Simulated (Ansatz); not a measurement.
The cell below belongs to a search over invented structures; it isn't taken from experiment.

Input and command of a plane-wave DFT calculation in Ansatz:

```yaml
crystal:
  lattice:
    - [4.7708538498, 0.0, 0.0]
    - [0.0, 4.7708538498, 0.0]
    - [0.0, 0.0, 4.7708538498]
  atoms:
    - { symbol: Cr, position: [0.0, 0.0, 0.0], spin: 3.0 }
    - { symbol: B, position: [0.0, 0.5, 0.5] }
    - { symbol: B, position: [0.5, 0.5, 0.0] }
    - { symbol: B, position: [0.5, 0.0, 0.5] }
    - { symbol: P, position: [0.2675185445, 0.7324814555, 0.7324814555] }
    - { symbol: P, position: [0.7324814555, 0.7324814555, 0.2675185445] }
    - { symbol: P, position: [0.7324814555, 0.2675185445, 0.7324814555] }
    - { symbol: P, position: [0.2675185445, 0.2675185445, 0.2675185445] }
basis:
  ecutwfc: 500
kpoints:
  mp_grid: { grid: [6, 6, 6] }
  band_path:
    path:
      - [[0.0, 0.0, 0.0], [0.0, 0.5, 0.0], [0.5, 0.5, 0.0], [0.0, 0.0, 0.0], [0.5, 0.5, 0.5], [0.0, 0.5, 0.0]]
      - [[0.5, 0.5, 0.5], [0.5, 0.5, 0.0]]
    npoints: 14
hamiltonian:
  xc: r2scan
scf:
  occupations: { method: gaussian, width: 0.1 }
  n_extra_bands: 20
output:
  forces: true
  stress: true
  eigenvalues: true
  populations: true
  dos: { projected: true, de: 0.02, nscf_kmesh: { grid: [8, 8, 8] } }
  bader: true
  write_density: true
  write_potential: true
  elf: true
  volumetric_format: npy
magnetization:
  spin_polarized: true
```

```bash
ansatz run input.yaml --threads 1 --pin off --max-ram 2560MiB --backend cpu --events-out ev --progress --plain --runs-dir out
```

Processor: Intel(R) Xeon(R) Platinum 8488C (Sapphire Rapids), 1 thread, on a host shared with other jobs.

Q: Estimate time, memory and problem size.

A: About 3.1 min, peak memory 0.88 GiB. It solves 42 bands at 20 k points (after reduction by symmetry) with about 2777 plane waves, in 17 SCF iterations.
